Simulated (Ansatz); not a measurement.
NbSiO in space group P4/nmm (No. 129; Nb on 2c, Si on 2a, O on 2c) under volume change, DFT-PBEsol in the program Ansatz with PAW potentials, shape and atoms relaxed at each volume.

| V (Å³/atom) | E − E(relaxed) (meV/atom) | P (GPa) |
|---|---|---|
| 10.994 | (withheld) | (withheld) |
| 11.356 | 30.9 | 14.50 |
| 11.718 | 7.3 | 6.63 |
| 12.081 | 0.0 | -0.01 |
| 12.443 | 6.6 | -5.66 |
| 12.806 | 24.9 | -10.44 |
| 13.168 | (withheld) | (withheld) |

Task: Complete the blanks.

Result: 
- 13.168, E − E(relaxed) (meV/atom): 53.2
- 13.168, P (GPa): -14.43
- 10.994, E − E(relaxed) (meV/atom): 74.0
- 10.994, P (GPa): 23.84

Task: What does a third-order Birch–Murnaghan fit give for V₀, B₀ and B′?

Result: V₀ = 12.08 Å³/atom, B₀ = 204 GPa, B′ = 4.6.

The start of the workflow was typed in or built on a structure type; neither database checked (COD, Materials Project) lists it. Its standing as an ambient phase is unchecked. Symmetry was held in the PBEsol relaxation; whether a distortion lowers the energy is not shown. The workflow began spin-polarised and lost its moments.

Potentials: the earlier of the program's two PAW sets. The files were generated under PBE; for other functionals the program regenerates the frozen cores, and for LDA and PBEsol the local potential too.
